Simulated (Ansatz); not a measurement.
This run works on a generated trial structure, not on a known crystal.

Input and command of a plane-wave DFT calculation in Ansatz:

```yaml
crystal:
  lattice:
    - [3.15744933, -3.25391789, 0.0]
    - [3.15744933, 3.25391789, 0.0]
    - [0.0, 0.0, 7.94824679]
  atoms:
    - { symbol: Be, position: [0.365409, 0.365409, 0.5] }
    - { symbol: Be, position: [0.634591, 0.634591, 0.5] }
    - { symbol: Zn, position: [0.2437985, 0.7562015, 0.5] }
    - { symbol: Zn, position: [0.7562015, 0.2437985, 0.5] }
    - { symbol: Zn, position: [0.5, 0.5, 0.0] }
    - { symbol: Te, position: [0.0, 0.0, 0.63594965] }
    - { symbol: Te, position: [0.0, 0.0, 0.36405035] }
    - { symbol: Te, position: [0.0, 0.0, 0.0] }
basis:
  ecutwfc: 420
kpoints:
  mp_grid: { grid: [4, 4, 2] }
hamiltonian:
  xc: pbe
scf:
  occupations: { method: gaussian, width: 0.2 }
  lower_state_search: "off"
output:
  forces: true
  stress: true
  eigenvalues: true
relax:
  adjacent_minimum: "off"
  f_tol: 0.08
  max_steps: 16
  cell: { stress_tol: 0.8 }
```

```bash
ansatz run input.yaml --threads 1 --pin off --max-ram 2560MiB --backend cpu --events-out ev --progress --plain --runs-dir out
```

Processor: Intel(R) Xeon(R) Gold 6455B (Sapphire Rapids), 1 thread, on a host shared with other jobs.

Task: Estimate time, memory and problem size.

Result: About 94 s, peak memory 0.57 GiB. It solves 53 bands at 14 k points (after reduction by symmetry) with about 4523 plane waves (on the last cell), in 120 SCF iterations over 15 ionic steps.
